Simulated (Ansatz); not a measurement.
**GaCu3: how the energy converges with the cutoff**

GaCu3, Pm-3m, a = 3.645 Å. The structure is a Materials Project entry; whether it is the stable form wasn't checked. Ansatz: PBEsol, PAW, cutoff varied, Γ-centred 12×12×12 mesh on 4 atoms, Gaussian smearing 0.10 eV; no spin polarisation. Single points at one geometry, the cutoff alone changed; ΔE is the energy at zero smearing over the run at 500 eV. The runs up to 350 eV lie under the cutoff recommended for these PAW datasets.

| cutoff (eV) | ΔE (meV/atom) |
| --- | --- |
| 250 | 2281.38 |
| 300 | 246.87 |
| 350 | ? |
| 420 | 1.94 |

Task: Assume ΔE falls exponentially with the cutoff, fit y = ln ΔE against x, the cutoff in eV, to the other rows, and predict the missing value.

Result: y = 7.733, 5.509, 0.663. Means x = 323.3, y = 4.6350; Σ(Δx)² = 15267, ΣΔxΔy = -631.5; the slope is their ratio. y = 18.01 − 0.04137 x, a factor of ten per 56 eV. At 350 eV this gives ΔE = 34.14 meV/atom. The run gave 14.27, a ratio of 2.39. Between neighbouring rows the decay runs from a factor of ten per 40 eV to one per 81 eV, so one exponential is only a rough guide. The fast fall gives way to a slow tail.